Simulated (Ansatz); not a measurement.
**Calculated with Ansatz: Cs₂HgAuBr₆, relaxation**

The input file (Ansatz 0.2.0, plane waves):

```yaml
crystal:
  lattice:
    - [0.0, 5.564942, 5.564942]
    - [5.564942, 0.0, 5.564942]
    - [5.564942, 5.564942, 0.0]
  atoms:
    - { symbol: Hg, position: [0.0, 0.0, 0.0] }
    - { symbol: Au, position: [0.5, 0.5, 0.5] }
    - { symbol: Cs, position: [0.25, 0.25, 0.25] }
    - { symbol: Cs, position: [0.75, 0.75, 0.75] }
    - { symbol: Br, position: [0.25055, 0.74945, 0.25055] }
    - { symbol: Br, position: [0.25055, 0.74945, 0.74945] }
    - { symbol: Br, position: [0.74945, 0.25055, 0.74945] }
    - { symbol: Br, position: [0.74945, 0.25055, 0.25055] }
    - { symbol: Br, position: [0.25055, 0.25055, 0.74945] }
    - { symbol: Br, position: [0.74945, 0.74945, 0.25055] }
  symmetry: { tolerance: 0.0003 }
kpoints:
  mp_grid: { grid: [5, 5, 5], shift: [0, 0, 0] }
magnetization:
  spin_polarized: false
scf:
  occupations: { method: fermi_dirac }
  lower_state_search: "off"
hamiltonian:
  pseudopotentials: { kind: paw }
  xc: pbesol
basis:
  ecutwfc: 420
  fft_grid_basis: typed
relax:
  max_steps: 40
output:
  forces: true
  stress: true
  eigenvalues: true
  bader: true
  populations: true
  elf: true
  write_potential: true
  volumetric_format: npy
  dos:
    e_range: [-12, 8]
    de: 0.05
    projected: { site_lists: { Au: [Au], Br: [Br], Cs: [Cs], Hg: [Hg] } }
  write_density: true
checkpoint:
  read: saved_state
```

Launch command:

```bash
ansatz run input.yaml --threads 2 --pin off --max-ram 3584MiB --backend cpu --events-out ev --progress --plain --runs-dir out
```

Origin of the cell: a known structure type with other elements, at an estimated volume, so it need not be a known compound.

The smearing width isn't typed, so it takes its default of 0.1 eV.

The saved state is a converged single point of the same cell.

Steps:

| step | ΔF (meV/atom) | max force component (eV/Å) | SCF iterations | step was |
| --- | --- | --- | --- | --- |
| 1 | 0.0 | 0.384 | 7 | accepted |
| 2 | -8.0 | 0.133 | 6 | accepted |
| 3 | -9.0 | 0.001 | 6 | accepted |
| 4 | -9.0 | 0.001 | 2 | accepted |

The starting structure.

Space group Fm-3m (No. 225); the run's cell has a = 7.870 Å, b = 7.870 Å, c = 7.870 Å, α = 60.00°, β = 60.00°, γ = 60.00°. Shortest distances: Au–Br 2.78 Å, Br–Hg 2.79 Å.

The relaxed structure.

Space group Fm-3m (No. 225); the run's cell has a = 7.870 Å, b = 7.870 Å, c = 7.870 Å, α = 60.00°, β = 60.00°, γ = 60.00°. Shortest distances: Au–Br 2.70 Å, Br–Hg 2.87 Å.

```yaml
crystal:
  lattice:
    - [0.00000, 5.56494, 5.56494]
    - [5.56494, 0.00000, 5.56494]
    - [5.56494, 5.56494, 0.00000]
  atoms:
    - { symbol: Hg, position: [0.00000, 0.00000, 0.00000] }
    - { symbol: Au, position: [0.50000, 0.50000, 0.50000] }
    - { symbol: Cs, position: [0.25000, 0.25000, 0.25000] }
    - { symbol: Cs, position: [0.75000, 0.75000, 0.75000] }
    - { symbol: Br, position: [0.25763, 0.74237, 0.25763] }
    - { symbol: Br, position: [0.25763, 0.74237, 0.74237] }
    - { symbol: Br, position: [0.74237, 0.25763, 0.74237] }
    - { symbol: Br, position: [0.74237, 0.25763, 0.25763] }
    - { symbol: Br, position: [0.25763, 0.25763, 0.74237] }
    - { symbol: Br, position: [0.74237, 0.74237, 0.25763] }
```

```yaml
Free_energy_lowered_by: 9.0 meV/atom
Final_pressure: -1.81 GPa
Relaxation_steps_listed: 4
```

Caveats: no moments, though an odd count or open d shells may carry them; no spin-orbit coupling, though heavy elements are present; the SCF threshold is looser than advised for a stress; the relaxation held the start's symmetry, so the end may be a saddle point.

The run took 66 s on 2 threads of Arm Neoverse V1 (shared host), peak memory 0.8 GiB, from a saved density.
